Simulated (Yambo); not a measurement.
Yambo run on RbCl (rock salt, space group Fm-3m, No. 225). The wavefunctions come from this Quantum ESPRESSO step (PBEsol, PseudoDojo standard norm-conserving files, fully relativistic):

```
&CONTROL
  calculation = 'nscf'
  pseudo_dir = './pseudo'
  outdir = './out'
/
&SYSTEM
  ibrav = 0
  nat = 2
  ntyp = 2
  ecutwfc = 58.0
  ecutrho = 232.0
  occupations = 'fixed'
  force_symmorphic = .true.
  nbnd = 200
  noncolin = .true.
  lspinorb = .true.
/
&ELECTRONS
  conv_thr = 2e-09
  diago_full_acc = .true.
  diago_thr_init = 1e-08
/
ATOMIC_SPECIES
Cl 35.4500 Cl.upf
Rb 85.4678 Rb.upf
CELL_PARAMETERS angstrom
  0.000000000000   3.270431712000   3.270431712000
  3.270431712000   0.000000000000   3.270431712000
  3.270431712000   3.270431712000   0.000000000000
ATOMIC_POSITIONS crystal
Cl   0.500000000000   0.500000000000   0.500000000000
Rb   0.000000000000   0.000000000000   0.000000000000
K_POINTS automatic
4 4 4 0 0 0
```

Yambo input:

```
rim_cut
gw0
dyson
el_el_corr
HF_and_locXC
ppa
em1d
RandQpts= 1000000
RandGvec= 1 Ry
EXXRLvcs= 58 Ry
VXCRLvcs= 232 Ry
Chimod= "HARTREE"
% BndsRnXp
 1 | 196 |
%
NGsBlkXp= 7 Ry
% LongDrXp
 1.0 | 1.0 | 1.0 |
%
PPAPntXp= 27.2114 eV
% GbndRnge
 1 | 196 |
%
GTermKind= "BG"
DysSolver= "n"
ExtendOut
% QPkrange
 1 | 1 | 14 | 18 |
 3 | 3 | 16 | 17 |
 7 | 7 | 16 | 17 |
 8 | 8 | 16 | 17 |
%
```

k points by index: 1 = Γ, 3 = L, 7 = X, 8 = W.

Table of the .qp output:

```
#    K-point    Band    Eo [eV]    E [eV]    E-Eo [eV]    Vxc [eV]    Vnlxc [eV]    Sc|Eo [eV]    Sc|E [eV]    dSc/dw|Eo [eV]    Re(Z)    Im(Z)
#
    1    14    -0.46638E-13    -2.206975    -2.206975    -13.90243    -18.53610    1.926925    2.426699    -6.161537    0.815369    -0.001789
    1    15    -0.46638E-13    -2.203860    -2.203860    -13.90243    -18.53610    1.930754    2.429809    -6.161369    0.815373    -0.001789
    1    16    0.000000    -2.204817    -2.204817    -13.90243    -18.53608    1.929568    2.428831    -6.161263    0.815376    -0.001789
    1    17    4.854472    5.606013    0.751541    -6.864684    -3.121506    -2.888223    -2.991637    -3.743917    0.879053    -0.851540E-3
    1    18    4.854472    5.606013    0.751541    -6.864684    -3.121506    -2.888223    -2.991637    -3.743917    0.879053    -0.851540E-3
    3    16    -0.372776    -2.598560    -2.225783    -13.37487    -18.08278    1.967765    2.482125    -6.287556    0.812299    -0.002298
    3    17    7.602061    8.425942    0.823881    -6.887581    -3.024352    -2.927315    -3.039348    -3.699360    0.880317    -0.001824
    7    16    -0.094535    -2.316313    -2.221778    -13.81171    -18.46986    1.935654    2.436367    -6.131969    0.816092    -0.001822
    7    17    6.021833    6.994090    0.972257    -6.763810    -2.915644    -2.745422    -2.875908    -3.651706    0.881680    -0.842905E-3
    8    16    -0.275715    -2.521471    -2.245757    -13.50356    -18.18332    1.929315    2.434004    -6.114625    0.816516    -0.001953
    8    17    7.526376    8.534276    1.007900    -7.447323    -3.378474    -2.915938    -3.060949    -3.914661    0.874231    -0.927881E-3
```
(The two width columns are left out.) Convergence of these settings isn't established.

Geometry relaxed with PBEsol.
